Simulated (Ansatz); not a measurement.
**Notes on Rb2WBr6**

```yaml
crystal:
  lattice:
    - [0.00000, 5.30945, 5.30945]
    - [5.30945, 0.00000, 5.30945]
    - [5.30945, 5.30945, 0.00000]
  atoms:
    - { symbol: W, position: [0.00000, 0.00000, 0.00000] }
    - { symbol: Rb, position: [0.25000, 0.25000, 0.25000] }
    - { symbol: Rb, position: [0.75000, 0.75000, 0.75000] }
    - { symbol: Br, position: [0.23120, 0.76880, 0.76880] }
    - { symbol: Br, position: [0.76880, 0.23120, 0.76880] }
    - { symbol: Br, position: [0.76880, 0.23120, 0.23120] }
    - { symbol: Br, position: [0.23120, 0.76880, 0.23120] }
    - { symbol: Br, position: [0.76880, 0.76880, 0.23120] }
    - { symbol: Br, position: [0.23120, 0.23120, 0.76880] }
```

The numbers come from plane-wave PAW DFT (Ansatz): r2SCAN, no spin polarisation, 500 eV, 6×6×6 Γ-centred k points, fermi-dirac occupations (width 0.1 eV). Nothing was relaxed.

Which atom feels the largest force, and which way?

The largest is on Br5 (and as large on other atoms): 1.22 eV/Å, components (0.00, -1.22, 0.00). It makes 180° with the line to a nearest neighbour, W1 at 2.46 Å, pointing away from it.

Describe some of the short contacts.

W–Br at 2.46 Å: least valence density 0.58 e/Å³ and ELF 0.33 there. Rb–Br at 3.76 Å: least valence density 0.04 e/Å³ and ELF 0.02 there, so no covalent bond. Both are smooth PAW fields, read partly inside the augmentation spheres.

Which element gives electrons and which takes them?

Bader charges in e: Rb +0.88, W +1.75, Br -0.58. In the mean W gives up most and Br takes most.

Metal or insulator?

It is a metal, with about 9.6 states/eV a cell as the mean within 0.25 eV of the Fermi level, mostly W d (71 %) and Br p (24 %).

Origin: a known structure type with other elements, at an estimated volume, so it need not be a known compound. Caveats: many states at the Fermi level without spin polarisation, so a magnetic state may lie lower; the Fermi level lies in a narrow band between gaps, which spin or distortion may split.
